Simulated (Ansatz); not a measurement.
The start is a randomly generated symmetric cell of La2O3 (space group No. 221). Cell shape, volume and atoms are optimised at zero target pressure with r2SCAN (plane waves to 500 eV, PAW, scalar-relativistic; Ansatz, a quantum-chemistry and plane-wave program). The first steps use a coarse 5×5×5 k-mesh.

Initial structure:
```
CELL_PARAMETERS angstrom
      4.49720     0.00000     0.00000
      0.00000     4.49720     0.00000
      0.00000     0.00000     4.49720
ATOMIC_POSITIONS crystal
  La 0.50000 0.50000 0.50000
  La 0.00000 0.00000 0.00000
  O  0.50000 0.00000 0.00000
  O  0.00000 0.50000 0.00000
  O  0.00000 0.00000 0.50000
```

Question: What pressure does the first self-consistent step give?

Answer: +4.9 GPa (positive: the cell is compressed).

Question: How does the volume per atom move from start to end?

Answer: +4.2 %, from 18.19 to 18.96 Å³/atom.

Question: How do the shortest distances between atoms change?

Answer: The closest pairs of elements (up to four, under 3.6 Å), start → end: La–O 2.25 → 2.28 Å; O–O 3.18 → 3.22 Å.

Question: Is the relaxed structure metallic? Give its gap.

Answer: 0.78 eV, indirect (valence top at Γ, conduction bottom at X) (no spin-orbit coupling).

The space group stays Pm-3m (No. 221) (the run could not lower it), with 5 atoms in the primitive cell. Final values are on a 7×7×7 k-mesh of the relaxed cell. No spin polarisation in the result.

The run could not lower the symmetry of its start; a shaken copy of this end point relaxes with r2SCAN to P2₁ (No. 4), 792 meV/atom lower.

The relaxed structure here is a generated cell of La2O3: the first start was made by a random draw of sites in a space group, and the end was not matched to a known phase here, so it may be hypothetical. Known forms of La2O3 include space group No. 164.
